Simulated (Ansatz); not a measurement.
AlSn$_{4}$Se$_{8}$:
```
CELL_PARAMETERS angstrom
      7.73285     0.00000     0.00000
     -3.86642     6.69684     0.00000
      0.00000     0.00000     6.36575
ATOMIC_POSITIONS crystal
  Se 0.32711 0.16356 0.73033
  Se 0.33333 0.66667 0.75277
  Se 0.83644 0.16356 0.73033
  Se 0.83644 0.67289 0.73033
  Sn 0.00000 0.00000 0.00000
  Sn 0.00000 0.50000 0.00000
  Sn 0.50000 0.00000 0.00000
  Sn 0.50000 0.50000 0.00000
  Se 0.16356 0.32711 0.26967
  Se 0.16356 0.83644 0.26967
  Se 0.66667 0.33333 0.24723
  Se 0.67289 0.83644 0.26967
  Al 0.00000 0.00000 0.50000
```

Relaxed with r²SCAN+D4. Special points in fractions of this cell's reciprocal vectors: Γ (0.000, 0.000, 0.000); M (0.500, 0.000, 0.000); K (0.333, 0.333, 0.000); A (0.000, 0.000, 0.500); L (0.500, 0.000, 0.500); H (0.333, 0.333, 0.500).

Q: List the band energies nearest the Fermi level at these points for r²SCAN+D4 with spin–orbit coupling (plane waves, PAW; program Ansatz).

A: In eV from the Fermi level; about four levels below and three above (degenerate sets whole), none deeper than 8.9 eV; points with the same levels are listed once.

```
k                    below                          above
-  -----------------------  -----------------------------
Γ  -0.61 -0.61 -0.04 -0.04            0.02 0.02 0.14 0.14
M  -0.66 -0.66 -0.07 -0.07            0.58 0.58 0.66 0.66
K  -1.70 -1.70 -0.91 -0.91            0.52 0.52 0.53 0.53
A  -0.62 -0.62 -0.53 -0.53            0.23 0.23 1.28 1.28
L  -1.82 -1.82 -1.60 -1.60            0.18 0.18 0.29 0.29
H  -1.89 -1.89 -1.80 -1.80  0.54 0.54 0.65 0.65 0.65 0.65
```

Space group P-3m1. The cell is a constructed one: a structure type filled with these elements; neither database checked (COD, Materials Project) lists it. Whether it is the stable phase at ambient conditions was not checked. Symmetry was held in the r²SCAN+D4 relaxation; whether a distortion lowers the energy is not shown. With an odd number of electrons in the cell and no spin polarisation, the count alone makes it a metal.

Potentials: the later of the program's two PAW sets.
